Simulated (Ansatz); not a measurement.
GaSb:
```yaml
crystal:
  lattice:
    - [3.96569, 0.00000, 0.00000]
    - [-1.98284, 3.43438, 0.00000]
    - [0.00000, 0.00000, 7.00073]
  atoms:
    - { symbol: Ga, position: [0.00000, 0.00000, 0.00000] }
    - { symbol: Ga, position: [0.00000, 0.00000, 0.50000] }
    - { symbol: Sb, position: [0.33333, 0.66667, 0.25000] }
    - { symbol: Sb, position: [0.66667, 0.33333, 0.75000] }
```

Relaxed with r²SCAN. Special points in fractions of this cell's reciprocal vectors: Γ (0.000, 0.000, 0.000); M (0.500, 0.000, 0.000); K (0.333, 0.333, 0.000); A (0.000, 0.000, 0.500); L (0.500, 0.000, 0.500); H (0.333, 0.333, 0.500).

### Question
List the band energies nearest the Fermi level at these points for r²SCAN (plane waves, PAW; program Ansatz).

### Answer
In eV from the Fermi level; about four levels below and three above (degenerate sets whole), none deeper than 8.9 eV; points with the same levels are listed once.

```
k                    below                above
-  -----------------------  -------------------
Γ        -7.92 -0.50 -0.15  0.27 0.27 0.95 0.95
M  -5.11 -4.82 -3.95 -2.15       0.53 1.20 1.39
K  -3.10 -3.10 -2.83 -2.83  4.72 4.92 5.91 5.91
A              -4.95 -4.95  0.63 0.63 0.63 0.63
L  -1.28 -1.28 -1.07 -1.07  3.30 3.30 5.67 5.67
H  -0.21 -0.21 -0.19 -0.19  2.17 2.17 7.40 7.40
```

Space group P6_3/mmc (NiAs type). The start of the workflow was typed in or built on a structure type; neither database checked (COD, Materials Project) lists it. It is not the phase usual at ambient conditions (space group No. 216). The r²SCAN relaxation kept the symmetry of its start; whether a distortion lowers the energy is not shown. Scalar-relativistic: spin–orbit coupling is off unless named, which matters more the heavier the elements.

Potentials: the earlier of the program's two PAW sets.
